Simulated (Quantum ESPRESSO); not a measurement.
# Strain and stress in Mg2GaFO3

These are calculations, not measurements. They come from pw.x of Quantum ESPRESSO 7.5, a plane-wave density functional program, with PseudoDojo standard norm-conserving files (v0.5 for PBE, v0.4.1 for LDA and PBEsol). The cells are made up: elements, strain and atom displacements were drawn at random, and nothing was relaxed. There is no spin polarisation, spin-orbit coupling or dispersion term.

The cell has 8 sites of a wurtzite lattice (rectangular cell). Sites 1 to 4 hold Mg Ga empty Mg; sites 5 to 8 hold F O O O. Cell vectors in Å: (3.169, -0.013, -0.012); (-0.022, 5.425, -0.017); (-0.020, -0.016, 5.196). Settings: PBE, cutoff 1143 eV, 6 x 4 x 4 k mesh shifted by half a step, Fermi-Dirac smearing of 0.025 eV.

Each run adds the same linear strain along x, y and z to one cell, with the atoms carried along; the vectors above are those of run 4. Stress is positive in tension and P is minus a third of its trace. E is the free energy for each atom above the lowest run shown. The last column is band 30 less band 29 at Gamma, from a band step after each run.

```
run,strain (%),s_xx (GPa),s_yy (GPa),s_zz (GPa),s_xy (GPa),P (GPa),E (meV/atom),level step at Gamma (eV)
1,-2.26,-12.27,-4.62,-14.17,-0.50,10.35,30.66,2.786
2,-1.97,-11.01,-3.54,-12.56,-0.51,9.04,24.11,2.740
3,-1.57,-9.34,-2.11,-10.45,-0.52,7.30,16.45,2.676
5,0.38,-2.38,3.82,-1.60,-0.59,0.05,0.00,2.384
6,1.49,0.84,6.52,2.49,-0.61,-3.28,4.42,2.230
7,2.29,2.87,8.22,5.07,-0.62,-5.39,13.10,2.124
4,-0.36,?,?,?,?,?,?,?
```

A rerun of one of these cells at 1437 eV and k mesh 8 x 6 x 6 moved values by no more than 0.003 eV in the cell's energy, 0.04 GPa in stress and 0.007 eV/Å in force.

## Worked fit

A parabola through the six runs shown gives P = 1.33 - 3.46 e + 0.232 e² GPa, with e in per cent and a scatter of 0.03 GPa. A linear strain of 1 % changes the volume by about 3 %, so the bulk modulus of this cell with clamped atoms is about 115 ± 2 GPa at e = 0. The error is the larger of the fit's own and the change that a cubic makes, rounded up.

## Withheld run

Question: what P should run 4 give?

The fit gives 2.61 GPa. The calculation gave 2.59 GPa.

```
run,strain (%),s_xx (GPa),s_yy (GPa),s_zz (GPa),s_xy (GPa),P (GPa),E (meV/atom),level step at Gamma (eV)
4,-0.36,-4.82,1.76,-4.70,-0.57,2.59,2.37,2.492
```